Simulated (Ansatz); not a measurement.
InCo₃SnS₂ in space group R-3m (No. 166; In on 3b, Co on 9e, Sn on 3a, S on 6c) at seven volumes, HSE06 in the plane-wave PAW code Ansatz, shape and atoms relaxed at each. One row is withheld.

```csv
V (Å³/atom),P (GPa)
13.844,14.01
14.300,?
14.756,3.80
15.213,0.00
15.669,-3.12
16.126,-5.66
16.582,-7.70
```

Fit the shown pressures and predict the withheld one.

Third-order Birch–Murnaghan: P = (3/2)B₀(x^(7/2) − x^(5/2))[1 + (3/4)(B′ − 4)(x − 1)] with x = (V₀/V)^(2/3). Least squares on the six rows gives V₀ = 15.212 Å³/atom, B₀ = 114.1 GPa, B′ = 5.63. At V = 14.300, x = 1.0421 and P = 8.39 GPa. The run itself gave 8.42 GPa.

The workflow started from a Materials Project entry (that database holds measured and hypothetical structures alike); the Crystallography Open Database copy checked does not list it. Its standing as an ambient phase is unchecked. Symmetry was held in the HSE06 relaxation; its stability against distortions is not shown here. No spin polarisation was allowed. Spin–orbit coupling is left out wherever it is not named.

Potentials: the later of the program's two PAW sets.
